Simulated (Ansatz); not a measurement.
# Ansatz 0.2.0, settings compared: La2GeW2

The command:

```bash
ansatz run input.yaml --threads 1 --pin off --max-ram 2560MiB --backend cpu --events-out ev --progress --plain --runs-dir out
```

input.yaml:

```yaml
crystal:
  lattice:
    - [3.87316027, 0.0, 0.0]
    - [-1.93657964, 3.35425588, 0.0]
    - [0.0, 0.0, 9.45708883]
  atoms:
    - { symbol: Ge, position: [0.0, 0.0, 0.5] }
    - { symbol: W, position: [0.3333, 0.6667, 0.84441] }
    - { symbol: W, position: [0.6667, 0.3333, 0.15559] }
    - { symbol: La, position: [0.3333, 0.6667, 0.34534] }
    - { symbol: La, position: [0.6667, 0.3333, 0.65466] }
  symmetry: { tolerance: 0.0003 }
kpoints:
  mp_grid: { grid: [5, 5, 2], shift: [0, 0, 0] }
magnetization:
  spin_polarized: false
scf:
  occupations: { method: fermi_dirac, width: 0.011 }
hamiltonian:
  pseudopotentials: { kind: paw }
  xc: r2scan
basis:
  ecutwfc: 500
output:
  forces: true
  stress: true
  eigenvalues: true
```

Origin of the cell: a known structure type with other elements, at an estimated volume, so it need not be a known compound.

Output of this run (shortened):

```
Warning: the atoms were moved onto the symmetric positions of the space group found under crystal.symmetry.tolerance 3.0e-4 (fractional; no operation is sought that the atoms, as they stand i […]
Pseudopotentials: kind: paw
Pseudopotential: Ge, paw, valence charge 14, recommended cutoff 500 eV (meta_gga), Ge.paw.azcp
Pseudopotential: W, paw, valence charge 14, recommended cutoff 500 eV (meta_gga), W.paw.azcp
Pseudopotential: La, paw, valence charge 11, recommended cutoff 500 eV (meta_gga), La.paw.azcp
Functional definition: r2SCAN
  exchange = r2scan_x(k0 = k0, k1 = k1, a1 = a1)
  correlation = r2scan_c
Crystal: 5 atoms, lattice volume = 122.862 Å³
Basis set: ecut = 500 eV, 3125 PW (Γ), exchange–correlation on 120×120×288 points (64 copies of the dense FFT grid, shifted against one another)
Bands: 39, of which v1, the nominal top of the filled ones, is band 32 counted from 1 (31 counted from 0)
[… 12 lines left out …]
Initial density: superposition of atomic densities (neutral atoms: chi_scale 0, normalization atom), corrected by the library's trained network
Functional: x = r2scan, c = r2scan; τ floored in thin density (d = 2e-4 eV/Å³)
SCF iter   1: F=—  HF=-37615.120750 eV  Δρ=1.75e-2  dr2=1.52e0  dr2_τ=9.86e-2
SCF iter   2: F=—  HF=-37615.353006 eV  Δρ=1.25e-2  dr2=1.21e0  dr2_τ=6.84e-2  defer=11
SCF iter   3: F=—  HF=-37615.295072 eV  Δρ=5.95e-3  dr2=4.83e-2  dr2_τ=1.32e-3  defer=11
SCF iter   4: F=—  HF=-37615.296092 eV  Δρ=1.62e-3  dr2=5.80e-3  dr2_τ=1.88e-4  defer=11
SCF iter   5: F=—  HF=-37615.296833 eV  Δρ=6.00e-4  dr2=6.27e-4  dr2_τ=1.57e-5  defer=11
SCF iter   6: F=—  HF=-37615.297229 eV  Δρ=2.82e-4  dr2=1.39e-4  dr2_τ=4.86e-6  defer=11
SCF iter   7: F=—  HF=-37615.297294 eV  Δρ=1.08e-4  dr2=2.30e-5  dr2_τ=8.14e-7  defer=11
SCF iter   8: F=—  HF=-37615.297315 eV  Δρ=3.65e-5  dr2=2.09e-6  dr2_τ=1.47e-7  defer=11
SCF iter   9: F=—  HF=-37615.297317 eV  Δρ=1.06e-5  dr2=1.80e-7  dr2_τ=1.57e-8  defer=11
SCF iter  10: F=-37615.297317 eV  HF=-37615.297317 eV  Δρ=3.25e-6  dr2=2.39e-8  dr2_τ=7.19e-10
SCF 1 converged in 10 iterations: F = -37615.297317 eV  dr2 = 2.39e-8
SCF converged after 10 iterations
Free energy (F): -37615.297317 eV
Harris-Foulkes:  -37615.297317 eV  (|F-HF|=2.96e-9)
Internal energy: -37615.292326 eV  (E = F + TS)
E sigma→0 (E₀):  -37615.294821 eV
Entropy (-TS):   -0.004991 eV (-0.998 meV/atom)
Fermi energy:    13.320193 eV
--- Per-component energies (eV) ---
  E_band       = -545.421696
  E_kinetic    = 1409.203929
  E_local      = -5454.325148  (includes V_loc(G=0)·N_el)
  E_nonlocal   = 616.745122
  E_hartree    = 2227.531990
  E_xc         = -830.793672
  E_vxc        = -909.558822  (∫ρ·V_xc dr)
  E_paw        = -30092.813763  (= ΣΔE_a)
  E_vpaw       = -710.952737  (= ΣTr[D̂ρ^β])
  E_aug_tail   = -0.000083  (compensation charges beyond the density's cutoff)
  E_vtau       = 48.404816  (kinetic-family band-sum trace: ∫τ·v_τ [+ j·A + Jᵃ·Aᵃ] dr)
  E_ewald      = -5488.716063
  E_core_change = -2.124639  (= ΣΔE_core)
  E_smearing   = -0.004991  (= −TS)
  Σ components = -37615.297317   (vs F -37615.297317, Δ=0.00e0)
--- Forces (eV/Å), atoms counted from 1 ---
  atom   1  Ge     0.000000    -0.000000     0.000000
  atom   2  W      0.000000    -0.000000     2.477136
  atom   3  W     -0.000000     0.000000    -2.477136
  atom   4  La    -0.000000     0.000000    -4.481401
  atom   5  La     0.000000    -0.000000     4.481401
  max |Σ_I F_I| component: 1.62e-17 eV/Å
--- Stress (GPa, compression-positive) ---
        5.337186       0.000000       0.000000
        0.000000       5.337186      -0.000000
        0.000000      -0.000000       8.866210
  P = ⅓ Tr σ = 6.5135 GPa (65.135 kbar)
```

The same input was run again with these changes:

1. `hamiltonian.pseudopotentials` { kind: paw } → { kind: nc }
2. `basis.ecutwfc` 500 → "22.0 Ry"
3. `basis.ecutwfc` 500 → "250 eV"
4. `hamiltonian.dispersion` default → d3bjatm; `crystal.symmetry` { tolerance: 0.0003 } → { detect: false }

```
 run        end  SCF iterations  P (GPa)  max force component (eV/Å)  gap on mesh (eV)  moment (μB)  ΔE(σ→0) (meV/atom)
base  converged              10     6.51                       4.481              none            –                   0
   1  converged              12    18.31                       4.519              none            –                   –
   2  converged              10     6.59                       4.490              none            –               70.86
   3  converged              10     6.40                       4.506              none            –              589.54
   4  converged              12     5.36                       4.482              none            –                   –
```

Energies are compared only where functional, datasets, charge and starting cell are the same.

Not properties of the system: run 2 (too coarse or loose: `basis.ecutwfc` = "22.0 Ry"), run 3 (too coarse or loose: `basis.ecutwfc` = "250 eV").

Caveats of the base run: no moments, though an odd count or open d shells may carry them; no spin-orbit coupling, though heavy elements are present; the k mesh is coarse if the cell is a metal.

Run 1: the cutoff lies below the datasets' advice.
Run 2: the cutoff lies below the datasets' advice.
Run 3: the cutoff lies below the datasets' advice.

Time of the base run: 5.3 s on 1 thread of Intel(R) Xeon(R) 6975P-C (Granite Rapids), with other jobs on the host, peak memory 0.77 GiB, from the program's own first density.
